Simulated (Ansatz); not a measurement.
input.yaml

```yaml
crystal:
  lattice:
    - [4.5598949027, 0.0, 0.0]
    - [-2.2799474513, 3.9489848243, 0.0]
    - [0.0, 0.0, 2.8265568867]
  atoms:
    - { symbol: Ti, position: [0.0, 0.0, 0.0] }
    - { symbol: Ti, position: [0.3333333333, 0.6666666667, 0.5] }
    - { symbol: Ti, position: [0.6666666667, 0.3333333333, 0.5] }
basis:
  ecutwfc: 420
kpoints:
  mp_grid: { grid: [12, 12, 14] }
hamiltonian:
  xc: pbesol
scf:
  occupations: { method: gaussian, width: 0.1 }
output:
  forces: true
  stress: true
  eigenvalues: true
  write_density: true
  write_potential: true
  elf: true
  volumetric_format: npy
relax:
  adjacent_minimum: "off"
  f_tol: 0.01
  max_steps: 30
  cell: { stress_tol: 0.1, fix: [volume] }
```

Run as
```bash
ansatz run input.yaml --threads 1 --pin off --max-ram 2560MiB --backend cpu --events-out ev --progress --plain --runs-dir out
```

Method: DFT PBEsol, scalar-relativistic, plane waves, PAW in Ansatz.

Abridged output:

```
Pseudopotentials: kind: paw
Pseudopotential: Ti, paw, valence charge 12, recommended cutoff 420 eV (normal)
Functional definition: PBEsol
Crystal: 3 atoms, lattice volume = 50.898 Å³
Basis set: ecut = 420 eV, 975 PW (Γ), exchange–correlation on 64×64×40 points (8 copies of the dense FFT grid, shifted against one another)
Bands: 22, of which v1, the nominal top of the filled ones, is band 18 counted from 1 (17 counted from 0)
Symmetry: 24 space group operations
Space group: P6/mmm (ITA 191), of the structure as read, at distance tolerance 3.7e-5 Å
k-points: 152 of 2016
Initial density: superposition of atomic densities (neutral atoms: chi_scale 0, normalization atom), corrected by the library's trained network
Initial wavefunctions: pseudopotential atomic-orbital guess
Functional: x = pbesol(κ = 0.804, μ = 0.12345679), c = pbesol(β = 0.046)
SCF iter   1: F=—  HF=-7421.745605 eV  |F-HF|=—  |Δ(HF+E_count)|=         —  Δρ=1.32e-2  dr2=1.05e-1  ethr=1.77e-3  ⟨swp⟩=4.0  Hψ=11288  notcnv=0
SCF iter   2: F=—  HF=-7421.728841 eV  |F-HF|=—  |Δ(HF+E_count)|=   1.68e-2  Δρ=7.42e-3  dr2=4.18e-2  ethr=2.93e-4  ⟨swp⟩=2.0  Hψ=5100  notcnv=0
SCF iter   3: F=—  HF=-7421.722621 eV  |F-HF|=—  |Δ(HF+E_count)|=   6.22e-3  Δρ=6.76e-4  dr2=3.65e-4  ethr=1.16e-4  ⟨swp⟩=2.0  Hψ=4511  notcnv=0
SCF iter   4: F=—  HF=-7421.722636 eV  |F-HF|=—  |Δ(HF+E_count)|=   1.46e-5  Δρ=2.40e-4  dr2=4.00e-5  ethr=1.01e-6  ⟨swp⟩=2.0  Hψ=4776  notcnv=0
SCF iter   5: F=—  HF=-7421.722578 eV  |F-HF|=—  |Δ(HF+E_count)|=   5.75e-5  Δρ=8.84e-5  dr2=3.37e-6  ethr=1.11e-7  ⟨swp⟩=2.2  Hψ=4419  notcnv=0
SCF iter   6: F=—  HF=-7421.722578 eV  |F-HF|=—  |Δ(HF+E_count)|=   4.66e-7  Δρ=2.26e-5  dr2=4.43e-7  ethr=9.37e-9  ⟨swp⟩=2.8  Hψ=6164  notcnv=0
SCF iter   7: F=-7421.722578 eV  HF=-7421.722578 eV  |F-HF|=3.53e-9  |Δ(HF+E_count)|=   2.73e-8  Δρ=2.31e-6  dr2=4.65e-9  ethr=2.78e-10  ⟨swp⟩=7.1  Hψ=16796  notcnv=0
SCF 1 converged in 7 iterations: F = -7421.722578 eV  dr2 = 4.65e-9
relax step   1: F+E_penalty+E_count = -7421.72257780 eV  Δ(F+E_penalty+E_count) = +0.000e0 eV  max|allowed force component| = 3.577e-16 eV/Å  Δτ_max = 0.0000 Å  P = -3.375 GPa  Ω = 50.898 Å³  fix = [volume]  reactions: volume -3.375 GPa (7 SCF iters, dr2 threshold 1.00e-7 eV, accepted)
Initial density: handed on by an earlier stage of this run
Initial wavefunctions: those handed on with the density
SCF iter   1: F=—  HF=-7421.722646 eV  |F-HF|=—  |Δ(HF+E_count)|=         —  Δρ=1.09e-4  dr2=1.04e-5  ethr=2.55e-8  ⟨swp⟩=2.0  Hψ=19518  notcnv=0
SCF iter   2: F=—  HF=-7421.722590 eV  |F-HF|=—  |Δ(HF+E_count)|=   5.59e-5  Δρ=3.03e-5  dr2=5.38e-7  ethr=2.55e-8  ⟨swp⟩=1.8  Hψ=3541  notcnv=0
SCF iter   3: F=—  HF=-7421.722590 eV  |F-HF|=—  |Δ(HF+E_count)|=   7.95e-8  Δρ=8.50e-6  dr2=4.20e-8  ethr=1.49e-9  ⟨swp⟩=1.8  Hψ=3559  notcnv=0
SCF iter   4: F=-7421.722590 eV  HF=-7421.722590 eV  |F-HF|=7.00e-10  |Δ(HF+E_count)|=  9.20e-10  Δρ=1.79e-6  dr2=1.34e-9  ethr=1.17e-10  ⟨swp⟩=1.8  Hψ=3771  notcnv=0
SCF iter   5: F=-7421.722590 eV  HF=-7421.722590 eV  |F-HF|=2.73e-11  |Δ(HF+E_count)|=  1.30e-10  Δρ=3.24e-7  dr2=5.07e-11  ethr=3.74e-12  ⟨swp⟩=2.0  Hψ=5019  notcnv=0
SCF iter   6: F=-7421.722590 eV  HF=-7421.722590 eV  |F-HF|=0.00e0  |Δ(HF+E_count)|=  6.37e-12  Δρ=5.27e-8  dr2=1.57e-12  ethr=1.00e-12  ⟨swp⟩=4.0  Hψ=13426  notcnv=0
SCF 2 converged in 6 iterations: F = -7421.722590 eV  dr2 = 1.57e-12
relax step   2: F+E_penalty+E_count = -7421.72259002 eV  Δ(F+E_penalty+E_count) = -1.222e-5 eV  max|allowed force component| = 7.401e-17 eV/Å  Δτ_max = 0.0000 Å  P = -3.369 GPa  Ω = 50.898 Å³  energy of the carried Pulay correction = +5.978e-9 eV  fix = [volume]  reactions: volume -3.369 GPa (6 SCF iters, accepted)
Initial wavefunctions: pseudopotential atomic-orbital guess (no wavefunctions were taken with the density)
SCF iter   1: F=—  HF=-7421.722646 eV  |F-HF|=—  |Δ(HF+E_count)|=         —  Δρ=5.78e-7  dr2=1.20e-10  ethr=1.47e-8  ⟨swp⟩=3.0  Hψ=20423  notcnv=0
SCF iter   2: F=—  HF=-7421.722590 eV  |F-HF|=—  |Δ(HF+E_count)|=   5.56e-5  Δρ=3.61e-7  dr2=8.94e-11  ethr=1.00e-12  ⟨swp⟩=2.6  Hψ=6398  notcnv=0
SCF iter   3: F=-7421.722590 eV  HF=-7421.722590 eV  |F-HF|=1.27e-11  |Δ(HF+E_count)|=  6.37e-12  Δρ=2.32e-7  dr2=2.52e-11  ethr=1.00e-12  ⟨swp⟩=1.0  Hψ=3344  notcnv=0
SCF iter   4: F=-7421.722590 eV  HF=-7421.722590 eV  |F-HF|=2.73e-12  |Δ(HF+E_count)|=    0.00e0  Δρ=5.21e-8  dr2=5.32e-13  ethr=1.00e-12  ⟨swp⟩=1.0  Hψ=3344  notcnv=0
SCF iter   5: F=-7421.722590 eV  HF=-7421.722590 eV  |F-HF|=0.00e0  |Δ(HF+E_count)|=  1.82e-12  Δρ=1.44e-8  dr2=1.76e-13  ethr=1.00e-12  ⟨swp⟩=1.0  Hψ=3344  notcnv=0
SCF iter   6: F=-7421.722590 eV  HF=-7421.722590 eV  |F-HF|=3.64e-12  |Δ(HF+E_count)|=  3.64e-12  Δρ=8.25e-9  dr2=4.71e-14  ethr=1.00e-12  ⟨swp⟩=1.0  Hψ=3344  notcnv=0
SCF iter   7: F=-7421.722590 eV  HF=-7421.722590 eV  |F-HF|=0.00e0  |Δ(HF+E_count)|=  3.64e-12  Δρ=3.54e-9  dr2=6.58e-15  ethr=1.00e-12  ⟨swp⟩=2.0  Hψ=8186  notcnv=0
SCF 3 converged in 7 iterations: F = -7421.722590 eV  dr2 = 6.58e-15
SCF converged after 7 iterations
Free energy (F): -7421.722590 eV
Harris-Foulkes:  -7421.722590 eV  (|F-HF|=0.00e0)
Internal energy: -7421.709080 eV  (E = F + TS)
E sigma→0 (E₀):  -7421.715835 eV
Entropy (-TS):   -0.013511 eV (-4.504 meV/atom)
Fermi energy:    13.502532 eV
--- Per-component energies (eV) ---
  E_band       = -460.770234
  E_kinetic    = 817.808719
  E_local      = -2410.781086  (includes V_loc(G=0)·N_el)
  E_nonlocal   = 28.359932
  E_hartree    = 990.271935
  E_xc         = -290.342469
  E_vxc        = -364.839298  (∫ρ·V_xc dr)
  E_paw        = -3067.680048  (= ΣΔE_a)
  E_vpaw       = -511.862717  (= ΣTr[D̂ρ^β])
  E_aug_tail   = 0.000347  (compensation charges beyond the density's cutoff)
  E_ewald      = -3489.764561
  E_core_change = 0.418153  (= ΣΔE_core)
  E_smearing   = -0.013511  (= −TS)
--- Forces (eV/Å), atoms counted from 1 ---
  atom   1  Ti     0.00000000     0.00000000     0.00000000
  atom   2  Ti     0.00000000     0.00000000     0.00000000
  atom   3  Ti     0.00000000     0.00000000     0.00000000
--- Stress (GPa, compression-positive) ---
       -3.386714       0.000000       0.000000
        0.000000      -3.386714       0.000000
        0.000000       0.000000      -3.334585
  P = ⅓ Tr σ = -3.3693 GPa (-33.693 kbar)
--- Band table (eV; the first three rows and the last of 152) ---
  k-point 0: bands = ["-43.0930", "-42.8269", "-42.6535", "-19.5274", "-19.5274", "-19.4226", "-19.4226", "-19.1284", "-18.9217", "-18.8366", "-18.8013", "-18.8013", "7.3984", "11.5292", "12.7936", "12.7936", "12.8945", "12.8945", "13.4839", "14.1922", "14.8119", "14.8119"]
  k-point 1: bands = ["-43.0895", "-42.8247", "-42.6508", "-19.5224", "-19.5224", "-19.4194", "-19.4194", "-19.1502", "-18.9482", "-18.8587", "-18.8017", "-18.8017", "7.5154", "11.6217", "12.7150", "12.7150", "12.8373", "12.8373", "13.6384", "14.2918", "14.7687", "14.7687"]
  k-point 2: bands = ["-43.0796", "-42.8185", "-42.6431", "-19.5081", "-19.5081", "-19.4105", "-19.4105", "-19.2107", "-19.0221", "-18.9200", "-18.8030", "-18.8030", "7.8570", "11.8706", "12.4991", "12.4991", "12.6813", "12.6813", "14.0894", "14.5879", "14.7072", "14.7072"]
  k-point 151: bands = ["-43.0202", "-42.6910", "-42.6910", "-19.6851", "-19.5300", "-19.5300", "-19.2883", "-19.2532", "-19.2532", "-19.0884", "-19.0884", "-18.7355", "10.8368", "12.0700", "12.0700", "12.3883", "12.3883", "12.5398", "14.1658", "14.1658", "14.2918", "14.2918"]
--- Relaxed structure (2 steps of the walk, 2 accepted, 1 SCFs on fresh bases) ---
  F+E_penalty+E_count = -7421.72259039 eV   max|allowed force component| = 1.480e-16 eV/Å   (the final SCF, on the basis selected at the relaxed cell)
  cell:  # Å, volume = 50.8977 Å³
    - [4.56159430, 0.0, 0.0]
    - [-2.28079715, 3.95045655, 0.0]
    - [0.0, 0.0, 2.82445123]
  atoms:
    - { symbol: Ti, position: [0.0, 0.0, 0.0] }
    - { symbol: Ti, position: [0.33333333, 0.66666666, 0.49999999] }
    - { symbol: Ti, position: [0.66666666, 0.33333333, 0.49999999] }
```

The relaxation met its thresholds.

Time: 10 s on 1 thread of AMD EPYC 9R45 96-Core Processor (Zen 5), with other jobs on the host, peak memory 0.51 GiB.